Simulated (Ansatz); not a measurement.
Consider the following.

Ga$_{2}$O$_{3}$:
```yaml
crystal:
  lattice:
    - [6.13802, 1.52373, 0.00000]
    - [-6.13802, 1.52373, 0.00000]
    - [-1.37788, 0.00000, 5.64464]
  atoms:
    - { symbol: Ga, position: [0.90951, 0.09049, 0.70469] }
    - { symbol: Ga, position: [0.09049, 0.90951, 0.29531] }
    - { symbol: Ga, position: [0.65876, 0.34124, 0.81446] }
    - { symbol: Ga, position: [0.34124, 0.65876, 0.18554] }
    - { symbol: O, position: [0.82677, 0.17323, 0.93725] }
    - { symbol: O, position: [0.17323, 0.82677, 0.06275] }
    - { symbol: O, position: [0.83474, 0.16526, 0.39046] }
    - { symbol: O, position: [0.16526, 0.83474, 0.60954] }
    - { symbol: O, position: [0.49626, 0.50374, 0.75594] }
    - { symbol: O, position: [0.50374, 0.49626, 0.24406] }
```

This is the PBEsol-relaxed structure. x, y and z are the axes in which the lattice vectors are written.

All from DFT-PBEsol in the program Ansatz with PAW potentials, unless another level is named. Estimate the Born charges (a third of the trace).

Ga +2.90 to +3.27, O -2.17 to -1.98 e.

What about the electronic dielectric constant ε∞ (DFPT)?

4.11 (xx), 4.21 (yy), 4.22 (zz).

Space group C2/m. The cell was relaxed with PBEsol under the symmetry of its start. Scalar-relativistic: spin–orbit coupling is off unless named, which matters more the heavier the elements.

Potentials: the later of the program's two PAW sets.
